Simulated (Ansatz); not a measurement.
## RuW: computed property card

RuW:
Space group Cmcm (No. 63); a = 2.7498 Å, b = 9.9596 Å, c = 4.2900 Å, α = β = γ = 90.00°

```json
[
 {"atom": "W", "site": "4c", "symmetry": "m2m", "x": "0.0000", "y": "0.3281", "z": "0.2500"},
 {"atom": "Ru", "site": "4c", "symmetry": "m2m", "x": "0.0000", "y": "0.0684", "z": "0.2500"}
]
```
(The calculation used a cell of 4 atoms; values per cell refer to that cell.)

Space group Cmcm (No. 63); conventional cell a = 2.750 Å, b = 9.960 Å, c = 4.290 Å, α = 90.00°, β = 90.00°, γ = 90.00°.

Method: DFT-PBEsol in the program Ansatz with PAW potentials. Geometry: relaxed at this level of theory. Other levels are named where they apply.

Cell and energy:

- Volume per atom = 14.69 Å³
- Density = 16.11 g/cm³
- Formation energy from the elements (no fitted shifts) = 184 meV/atom

Electronic structure:

- Electronic character: metallic (no gap)
- Density of states at the Fermi level: 1.1 states/eV per atom (mean over ±0.08 eV)

Mechanics:

- Bulk modulus (Birch–Murnaghan fit) = 316 GPa
- Pressure derivative B′ = 4.8

The start of the workflow was typed in or built on a structure type; neither database checked (COD, Materials Project) lists it. Whether it is the stable phase at ambient conditions was not checked. The cell was relaxed with PBEsol under the symmetry of its start; its stability against distortions is not shown here. No spin polarisation was allowed. Its formation energy is positive at this level, so the cell may be metastable or incomplete. Axis ratios of metals converge slowly with the k-mesh, so a and c are less sure than the volume. The references are the lowest solids computed at this level, not always the standard phases. Scalar-relativistic: spin–orbit coupling is off unless named, which matters more the heavier the elements.

Potentials: the earlier of the program's two PAW sets. The files were generated under PBE; for other functionals the program regenerates the frozen cores, and for LDA and PBEsol the local potential too.
